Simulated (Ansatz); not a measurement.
WC:
```
WC
1.0
    4.20438     0.00000     0.00000
    0.00000     4.20438     0.00000
    0.00000     0.00000     4.20438
W C
3 3
Direct
  0.00000   0.50000   0.50000
  0.50000   0.00000   0.50000
  0.50000   0.50000   0.00000
  0.50000   0.00000   0.00000
  0.00000   0.50000   0.00000
  0.00000   0.00000   0.50000
```

Relaxed with r²SCAN.

**Question.** Give the Bader charges and basin volumes of the independent atoms, r²SCAN in the plane-wave PAW code Ansatz.

**Answer.** 

| atom | Bader charge (e) | Bader volume (Å³) |
|---|---|---|
| W1 | +1.31 | 13.2 |
| C4 | -1.31 | 11.6 |

Space group Pm-3m. The start of the workflow was typed in or built on a structure type; neither database checked (COD, Materials Project) lists it. It is not the phase usual at ambient conditions (space group No. 187). The r²SCAN relaxation kept the symmetry of its start; whether a distortion lowers the energy is not shown. The run is not spin-polarised. Its formation energy is positive at this level, so the cell may be metastable or incomplete. Spin–orbit coupling is left out wherever it is not named.

Potentials: the earlier of the program's two PAW sets.
